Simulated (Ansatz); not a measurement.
Relaxed-ion elastic tensor of P (simple cubic, Pm-3m) in GPa (Voigt order), r²SCAN+D4 in the plane-wave PAW code Ansatz; density 3.62 g/cm³, 14.20 Å³ per atom.

```
      1     2     3     4     5     6
-  ----  ----  ----  ----  ----  ----
1   307  34.9  34.9   0.0   0.0   0.0
2  34.9   307  34.9   0.0   0.0   0.0
3  34.9  34.9   307   0.0   0.0   0.0
4   0.0   0.0   0.0  83.7   0.0   0.0
5   0.0   0.0   0.0   0.0  83.7   0.0
6   0.0   0.0   0.0   0.0   0.0  83.7
```

Task: Is the crystal mechanically stable?

Result: Yes: the smallest eigenvalue of C is 83.7 GPa.

Task: Work out the Voigt, Reuss and Hill averages.

Result: K_V = 126, K_R = 126, K_H = 126; G_V = 105, G_R = 98.9, G_H = 102 GPa.

Task: Give Young's modulus, Poisson's ratio, Pugh's ratio and the universal anisotropy index.

Result: E = 9KG/(3K + G) = 240 GPa; ν = 0.18; K/G = 1.23 (brittle by the Pugh limit of 1.75); A_U = 5G_V/G_R + K_V/K_R − 6 = 0.29.

Task: Estimate the sound speeds and the Debye temperature.

Result: v_l = √((K + 4G/3)/ρ) = 8490 m/s, v_t = √(G/ρ) = 5300 m/s, mean 5840 m/s; Θ = (h/k)(3n/4πV)^(1/3) v_m = 718 K.

Task: Give the Zener ratio and Young's modulus along [100], [110] and [111].

Result: A = 2C44/(C11 − C12) = 0.62; 1/E = S11 − 2(S11 − S12 − S44/2)Γ with Γ = 0, 1/4, 1/3 gives 300, 223, 205 GPa.

Task: Solve the Christoffel equation for the three sound speeds along [100], [110], [111].

Result: Eigenvalues of C_ijkl n_j n_l equal ρv². In km/s, slowest first: [100] 4.81, 4.81, 9.21; [110] 4.81, 6.13, 8.39; [111] 5.72, 5.72, 8.09.

This is a known high-pressure phase of the composition, computed here at zero pressure and temperature. Symmetry was held in the r²SCAN+D4 relaxation; phonons on a q-mesh show no instability. The volume moved by -29 % from the start of the relaxation. As this level gives no gap, shear constants depend on the k-mesh and smearing (Fermi–Dirac, 0.1 eV here).

Potentials: the later of the program's two PAW sets.
